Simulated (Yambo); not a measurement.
BaTiO3 (space group Amm2, No. 38), G0W0@LDA in Yambo (4×4×4 mesh, plasmon pole; 8 Ry block, no terminator). The number N of bands in W and G is varied.

```csv
N,x = 1/N,"gap (-0.5, -0.5, -0.5) → Γ (eV)",shift of the valence edge (eV)
52,0.01923,4.016,0.250
74,0.01351,3.970,0.084
101,0.00990,3.928,-0.048
128,0.00781,?,?
```

Question: Basis-set arguments suggest E = E∞ + A x. Fix A and E∞ from the two rows above the withheld one, predict the row at 128 bands, and test the form.

Answer: Gap: A = (3.928 − (3.970))/(0.00990 − 0.01351) = 11.6, E∞ = 3.813 eV, so 3.904 eV is predicted; the run gave 3.908 eV (miss 4 meV). The first two rows have slope 8.04, so the form doesn't hold yet over the whole range. Shift: A = (-0.048 − (0.084))/(0.00990 − 0.01351) = 36.6, E∞ = -0.410 eV, so -0.124 eV is predicted; the run gave -0.145 eV (miss 21 meV). The first two rows have slope 29.0, so the form doesn't hold yet over the whole range. The other settings are held fixed.

Geometry of the Materials Project entry, not relaxed at this level; primitive cell a = 3.9833 Å, b = c = 4.0573 Å, α = 89.75°, β = γ = 90.00°.

This is not the ordinary phase of the substance.

A shift is the quasiparticle energy of the state minus its LDA energy.
